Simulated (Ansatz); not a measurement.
Relaxed PtSe2 (CdI2 type):

```
CELL_PARAMETERS angstrom
      3.77243     0.00000     0.00000
     -1.88622     3.26702     0.00000
      0.00000     0.00000     4.81683
ATOMIC_POSITIONS crystal
  Pt 0.00000 0.00000 0.00000
  Se 0.66667 0.33333 0.26563
  Se 0.33333 0.66667 0.73437
```

In this cell atom 1 (Pt, nearest neighbour Se at 2.526 Å; its periodic images, 3.8 Å or more away, move with it) is moved by u·(1.000, 0.000, 0.000) + v·(0.000, 1.000, 0.000); the rest is frozen.

These are PBE-D3(BJ) (plane waves to 420 eV, PAW, scalar-relativistic; Ansatz, a first-principles code) values and carry that method's errors. k mesh 11×11×8 (Γ-centred), Fermi-Dirac smearing 0.05 eV. E stands for the smeared free energy. Points where atoms come too close for the PAW data are left out (x in tables, blank in figures). With partly filled bands, energies and forces of such displacements shift with the k mesh and the smearing. PtSe2 is run without spin polarisation. PtSe2 was relaxed with its symmetry unable to fall. Spin-orbit coupling is left out, though Pt is heavy. The PAW data are Ansatz's earlier set. ΔE is measured from the undisplaced structure. Axes are in Å.

| ΔE (eV/cell) | u = -0.630 | u = -0.420 | u = -0.210 | u = 0.000 | u = 0.210 | u = 0.420 | u = 0.630 |
|---|---|---|---|---|---|---|---|
| v = -0.630 | x | 4.204 | 3.242 | 2.973 | 3.242 | 4.204 | x |
| v = -0.420 | x | 2.591 | 1.605 | ___ | 1.605 | 2.591 | x |
| v = -0.210 | 3.287 | 1.624 | 0.642 | ___ | 0.642 | 1.624 | 3.287 |
| v = 0.000 | 2.876 | ___ | ___ | 0.000 | ___ | ___ | 2.876 |
| v = 0.210 | 3.287 | 1.624 | 0.642 | ___ | 0.642 | 1.624 | 3.287 |
| v = 0.420 | x | 2.591 | 1.605 | ___ | 1.605 | 2.591 | x |
| v = 0.630 | x | 4.204 | 3.242 | 2.973 | 3.242 | 4.204 | x |

Task: Fill in the missing entries.

Result: 
- v = -0.420, u = 0.000: 1.297
- v = -0.210, u = 0.000: 0.319
- v = 0.000, u = -0.420: 1.286
- v = 0.000, u = -0.210: 0.319
- v = 0.000, u = 0.210: 0.319
- v = 0.000, u = 0.420: 1.286
- v = 0.210, u = 0.000: 0.319
- v = 0.420, u = 0.000: 1.297

(For displaced atoms, the force is minus the slope of the energy, and its curvature is a force constant, which sets phonon frequencies.)
